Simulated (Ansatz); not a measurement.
NbRu:
```yaml
crystal:
  lattice:
    - [4.58245, 0.00000, 0.00000]
    - [0.00000, 3.05825, 0.00000]
    - [-1.53474, 0.00000, 6.75406]
  atoms:
    - { symbol: Nb, position: [0.68898, 0.00000, 0.32350] }
    - { symbol: Nb, position: [0.31102, 0.00000, 0.67650] }
    - { symbol: Nb, position: [0.00000, 0.00000, 0.00000] }
    - { symbol: Ru, position: [0.50000, 0.50000, 0.00000] }
    - { symbol: Ru, position: [0.20518, 0.50000, 0.34855] }
    - { symbol: Ru, position: [0.79482, 0.50000, 0.65145] }
```

Relaxed with r²SCAN. Special points in fractions of this cell's reciprocal vectors: Γ (0.000, 0.000, 0.000); Z (0.000, 0.500, 0.000); D (0.000, 0.500, 0.500); B (0.000, 0.000, 0.500); A (-0.500, 0.000, 0.500); E (-0.500, 0.500, 0.500); C2 (-0.500, 0.500, 0.000); Y2 (-0.500, 0.000, 0.000).

List the band energies nearest the Fermi level at these points for DFT-r²SCAN in the program Ansatz with PAW potentials.

In eV from the Fermi level; about four levels below and three above (degenerate sets whole), none deeper than 8.9 eV; points with the same levels are listed once.

```csv
k,below,above
Γ,-1.60 -1.44 -1.24 -0.22,0.20 0.35 0.53
Z,-1.47 -1.35 -1.06 -0.97,0.18 0.67 0.89
D,-1.86 -1.46 -0.40 -0.35,0.08 0.61 0.68
B,-1.33 -1.18 -0.81 -0.12,0.30 0.41 0.82
A,-0.73 -0.40 -0.39 -0.35,0.09 0.65 0.88
E,-1.44 -0.69 -0.61 -0.41,0.60 0.73 0.80
C2,-1.82 -1.15 -0.73 -0.30,0.28 0.65 0.67
Y2,-1.04 -1.04 -0.61 -0.30,0.09 0.36 1.03
```

Space group P2/m. The start of the workflow was typed in or built on a structure type; neither database checked (COD, Materials Project) lists it. COD files the formula under space group No. 123, 221. Whether it is the stable phase at ambient conditions was not checked. Symmetry was held in the r²SCAN relaxation; its stability against distortions is not shown here. No spin polarisation was allowed. Spin–orbit coupling is left out wherever it is not named.

Potentials: the earlier of the program's two PAW sets.
